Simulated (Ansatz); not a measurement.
PtSe$_{2}$:
```cif
data_PtSe2
_chemical_formula_sum 'Pt1 Se2'
_space_group_name_H-M_alt 'P-3m1'
_space_group_IT_number 164
_space_group_name_Hall '-P 3 2"'
_cell_length_a 3.75173
_cell_length_b 3.75173
_cell_length_c 6.47774
_cell_angle_alpha 90.000
_cell_angle_beta 90.000
_cell_angle_gamma 120.000
loop_
_atom_site_label
_atom_site_type_symbol
_atom_site_symmetry_multiplicity
_atom_site_Wyckoff_symbol
_atom_site_fract_x
_atom_site_fract_y
_atom_site_fract_z
_atom_site_occupancy
Pt1 Pt 1 a 0.00000 0.00000 0.00000 1
Se1 Se 2 d 0.33333 0.66667 0.20169 1
```

Relaxed with PBE.

**Question.** Which orbitals make up the states near the band edges in plane-wave PAW PBE (Ansatz code)?

**Answer.** Top 1 eV of the valence band: Se 4p 78 %, Pt 5d 19 %. Bottom 1 eV of the conduction band: Se 4p 62 %, Pt 5d 31 %. Projections are on Löwdin-orthogonalised atomic valence shells; empty p or d shells of many metals are not among them.

**Question.** Tabulate the density of states.

**Answer.** States/eV per cell of 3 atoms, in 0.25 eV bins, energy from the valence-band maximum.

```csv
E (eV),total,Se 4p,Pt 5d,Pt 6s
-7.85,0.00,0.00,0.00,0.00
-7.60,0.00,0.00,0.00,0.00
-7.35,0.00,0.00,0.00,0.00
-7.10,0.00,0.00,0.00,0.00
-6.85,0.00,0.00,0.00,0.00
-6.60,0.00,0.00,0.00,0.00
-6.35,0.10,0.05,0.02,0.02
-6.10,1.17,0.64,0.28,0.21
-5.85,1.42,0.77,0.34,0.25
-5.60,1.90,1.02,0.47,0.32
-5.35,3.88,1.65,2.02,0.09
-5.10,5.97,2.45,3.35,0.04
-4.85,4.62,1.91,2.40,0.11
-4.60,3.10,1.50,1.23,0.19
-4.35,1.53,0.71,0.68,0.08
-4.10,1.78,0.70,0.99,0.03
-3.85,5.93,2.64,3.00,0.05
-3.60,3.36,1.16,2.00,0.05
-3.35,3.09,0.69,2.30,0.03
-3.10,1.58,0.32,1.20,0.02
-2.85,0.56,0.15,0.38,0.01
-2.60,5.25,0.66,4.24,0.22
-2.35,4.62,1.46,2.78,0.21
-2.10,1.48,0.69,0.66,0.05
-1.85,1.69,1.04,0.54,0.03
-1.60,3.68,2.33,1.22,0.02
-1.35,2.58,1.67,0.83,0.01
-1.10,3.20,2.08,1.03,0.01
-0.85,3.44,2.49,0.87,0.01
-0.60,2.52,1.94,0.52,0.00
-0.35,2.45,2.06,0.34,0.00
-0.10,1.10,0.97,0.11,0.00
0.15,0.00,0.00,0.00,0.00
0.40,0.00,0.00,0.00,0.00
0.65,0.00,0.00,0.00,0.00
0.90,0.11,0.06,0.04,0.00
1.15,1.44,0.87,0.47,0.00
1.40,2.94,1.83,0.91,0.00
1.65,2.57,1.63,0.78,0.01
1.90,4.16,2.70,1.23,0.01
2.15,3.47,2.37,0.98,0.00
2.40,1.15,0.81,0.32,0.00
2.65,0.16,0.12,0.05,0.00
2.90,0.00,0.00,0.00,0.00
3.15,0.00,0.00,0.00,0.00
3.40,0.00,0.00,0.00,0.00
3.65,0.00,0.00,0.00,0.00
3.90,0.00,0.00,0.00,0.00
4.15,0.00,0.00,0.00,0.00
4.40,0.34,0.09,0.01,0.14
4.65,0.92,0.24,0.02,0.35
4.90,1.04,0.25,0.02,0.37
5.15,1.18,0.29,0.02,0.41
5.40,1.74,0.42,0.02,0.60
5.65,1.86,0.43,0.02,0.63
```

The cell was relaxed with PBE under the symmetry of its start. The run is not spin-polarised. The volume lies over 15 % above that of the usual cell of this phase: another minimum, or an error of the functional. A crystal of weakly bound layers computed without a dispersion correction: the cell and the soft elastic constants depend strongly on that. Scalar-relativistic: spin–orbit coupling is off unless named, which matters more the heavier the elements.

Potentials: the earlier of the program's two PAW sets.
